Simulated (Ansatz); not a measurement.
An Ansatz input and the part of its output that reports the observables at the nuclei.

The cell is a computed structure from the Materials Project (it need not be an observed phase), atoms as given.

```yaml
crystal:
  lattice:
    - [5.747746081, 0.0, 0.0]
    - [2.174583636, 5.4559146238, 0.0]
    - [1.3831184329, 2.6059446549, 8.3282492288]
  atoms:
    - { symbol: Na, position: [0.96333893, 0.31337456, 0.17399235] }
    - { symbol: Na, position: [0.43052725, 0.85490103, 0.14722363] }
    - { symbol: Na, position: [0.4442106, 0.25493575, 0.30387321] }
    - { symbol: Na, position: [0.93333478, 0.74688389, 0.30936093] }
    - { symbol: Na, position: [0.94771718, 0.4289671, 0.63915512] }
    - { symbol: Na, position: [0.44832307, 0.06744413, 0.73625931] }
    - { symbol: Na, position: [0.01464138, 0.6235119, 0.84689024] }
    - { symbol: Na, position: [0.46820427, 0.38056393, 0.91716013] }
    - { symbol: Mg, position: [0.88113318, 0.06142249, 0.52707073] }
    - { symbol: Ni, position: [0.45851312, 0.69219795, 0.49803385], spin: 3.0 }
    - { symbol: Ni, position: [0.97733468, 0.99161388, 0.97181643], spin: 3.0 }
    - { symbol: O, position: [0.7136394, 0.09241555, 0.11394005] }
    - { symbol: O, position: [0.16855971, 0.64429624, 0.07536752] }
    - { symbol: O, position: [0.1909211, 0.97324214, 0.38069269] }
    - { symbol: O, position: [0.70292449, 0.44466462, 0.39622717] }
    - { symbol: O, position: [0.30343498, 0.51412231, 0.6571341] }
    - { symbol: O, position: [0.67122368, 0.84624653, 0.54738698] }
    - { symbol: O, position: [0.1747575, 0.18499346, 0.94700114] }
    - { symbol: O, position: [0.87170169, 0.05341255, 0.7593984] }
magnetization:
  spin_polarized: true
kpoints:
  mp_grid: { grid: [4, 5, 3] }
scf:
  occupations: { method: fermi_dirac, width: 0.02 }
hamiltonian:
  xc: pbe
  pseudopotentials: { kind: paw }
output:
  forces: true
  stress: true
  populations: true
  efg:
    quadrupole_moments_barn: { Na: 0.104, Mg: 0.1994, Ni: 0.162, O: -0.02558 }
    contact_densities: true
```

```sh
ansatz run input.yaml --threads 2 --pin off --max-ram 5120MiB --backend cpu --events-out ev --progress --plain --runs-dir out
```

Of the output, the block on the nuclei alone is shown; the set-up, the SCF iterations, energies, forces and stress are cut. One atom of each set with nearly equal values is shown.

```
--- PAW observables at the nuclei: V_zz in 10²¹ V/m², potentials from the cell's mean, atoms counted from 1 ---
  atom   1  Na V_zz =    +1.202935   η = 0.5935   by run symmetry: allowed   C_q = +3.0250 MHz
            electrostatic potential = -977.433546 V   contact ρ = 5905.016751 e/Å³   contact ρ_s (e/Å³): all electrons +0.098990, valence +0.097572
  atom   2  Na V_zz =    +1.259784   η = 0.4731   by run symmetry: allowed   C_q = +3.1680 MHz
            electrostatic potential = -977.191486 V   contact ρ = 5904.832210 e/Å³   contact ρ_s (e/Å³): all electrons -0.011060, valence -0.010649
  atom   3  Na V_zz =    +0.656237   η = 0.9350   by run symmetry: allowed   C_q = +1.6502 MHz
            electrostatic potential = -977.034194 V   contact ρ = 5904.736674 e/Å³   contact ρ_s (e/Å³): all electrons -0.165933, valence -0.160974
  atom   4  Na V_zz =    -0.853289   η = 0.8348   by run symmetry: allowed   C_q = -2.1458 MHz
            electrostatic potential = -977.442846 V   contact ρ = 5905.074866 e/Å³   contact ρ_s (e/Å³): all electrons -0.023194, valence -0.022001
  atom   5  Na V_zz =    +2.876430   η = 0.4794   by run symmetry: allowed   C_q = +7.2334 MHz
            electrostatic potential = -976.910672 V   contact ρ = 5905.257535 e/Å³   contact ρ_s (e/Å³): all electrons +0.004652, valence +0.005173
  atom   6  Na V_zz =    -2.090185   η = 0.3928   by run symmetry: allowed   C_q = -5.2562 MHz
            electrostatic potential = -977.195692 V   contact ρ = 5904.963576 e/Å³   contact ρ_s (e/Å³): all electrons +0.021213, valence +0.020853
  atom   7  Na V_zz =    +2.713920   η = 0.9453   by run symmetry: allowed   C_q = +6.8247 MHz
            electrostatic potential = -977.237917 V   contact ρ = 5905.492129 e/Å³   contact ρ_s (e/Å³): all electrons +0.061312, valence +0.060611
  atom   8  Na V_zz =    -1.823556   η = 0.4587   by run symmetry: allowed   C_q = -4.5857 MHz
            electrostatic potential = -977.400846 V   contact ρ = 5905.075485 e/Å³   contact ρ_s (e/Å³): all electrons -0.062427, valence -0.062349
  atom   9  Mg V_zz =    -1.162121   η = 0.7213   by run symmetry: allowed   C_q = -5.6031 MHz
            electrostatic potential = -1100.256909 V   contact ρ = 7797.272724 e/Å³   contact ρ_s (e/Å³): all electrons +0.057064, valence +0.056664
  atom  10  Ni V_zz =    +5.311602   η = 0.0945   by run symmetry: allowed   C_q = +20.8063 MHz
            electrostatic potential = -3562.154324 V   contact ρ = 130403.271874 e/Å³   contact ρ_s (e/Å³): all electrons -2.503604, valence +2.695318
  atom  11  Ni V_zz =    -2.192409   η = 0.8146   by run symmetry: allowed   C_q = -8.5880 MHz
            electrostatic potential = -3562.424528 V   contact ρ = 130404.083962 e/Å³   contact ρ_s (e/Å³): all electrons +2.660647, valence -2.465020
  atom  12  O  V_zz =    +6.144927   η = 0.3405   by run symmetry: allowed   C_q = -3.8008 MHz
            electrostatic potential = -620.380013 V   contact ρ = 2157.474255 e/Å³   contact ρ_s (e/Å³): all electrons -0.468211, valence -0.863617
  atom  13  O  V_zz =    +6.175704   η = 0.1954   by run symmetry: allowed   C_q = -3.8198 MHz
            electrostatic potential = -620.237389 V   contact ρ = 2157.857918 e/Å³   contact ρ_s (e/Å³): all electrons -0.471577, valence -0.835685
  atom  14  O  V_zz =    +5.499694   η = 0.1342   by run symmetry: allowed   C_q = -3.4017 MHz
            electrostatic potential = -619.981513 V   contact ρ = 2157.154610 e/Å³   contact ρ_s (e/Å³): all electrons +0.513643, valence +0.822502
  atom  15  O  V_zz =    +5.764814   η = 0.3023   by run symmetry: allowed   C_q = -3.5657 MHz
            electrostatic potential = -619.946779 V   contact ρ = 2157.443016 e/Å³   contact ρ_s (e/Å³): all electrons +0.516737, valence +0.793620
  atom  16  O  V_zz =    +4.926661   η = 0.1086   by run symmetry: allowed   C_q = -3.0472 MHz
            electrostatic potential = -620.095871 V   contact ρ = 2158.150072 e/Å³   contact ρ_s (e/Å³): all electrons +0.365215, valence +0.917481
  atom  17  O  V_zz =    +6.036672   η = 0.4062   by run symmetry: allowed   C_q = -3.7338 MHz
            electrostatic potential = -620.030037 V   contact ρ = 2156.914867 e/Å³   contact ρ_s (e/Å³): all electrons +0.564117, valence +0.814756
  atom  18  O  V_zz =    +5.310353   η = 0.1406   by run symmetry: allowed   C_q = -3.2846 MHz
            electrostatic potential = -620.363699 V   contact ρ = 2157.647622 e/Å³   contact ρ_s (e/Å³): all electrons -0.393637, valence -0.806459
  atom  19  O  V_zz =    +6.506444   η = 0.2684   by run symmetry: allowed   C_q = -4.0244 MHz
            electrostatic potential = -620.104804 V   contact ρ = 2156.853494 e/Å³   contact ρ_s (e/Å³): all electrons -0.554281, valence -0.795451
```

The run took 8.4 min of wall time (14 min of CPU time) and 1.9 GiB at its peak, on 2 threads of Intel Xeon Processor @ 2.50GHz (Skylake/Cascade Lake) (x86_64; 62 cores open to the job, memory cap 5.0 GiB, no GPU), a shared host with a load of 0.9 a core.

The moments were started parallel, and the run ended with some of them reversed. The program didn't check the stability of this electronic state in full, so a lower one may lie near. With these PAW files V_zz is typically within 2 to 3 % of all-electron values, but misses above 10 % occur on Ni. With a gap of 0.3 eV on this mesh, small gradients can still move by 0.1 × 10²¹ V/m² or more as the k-mesh gets denser. The magnetic order is the one that the run reached from its start moments, not necessarily the measured one.
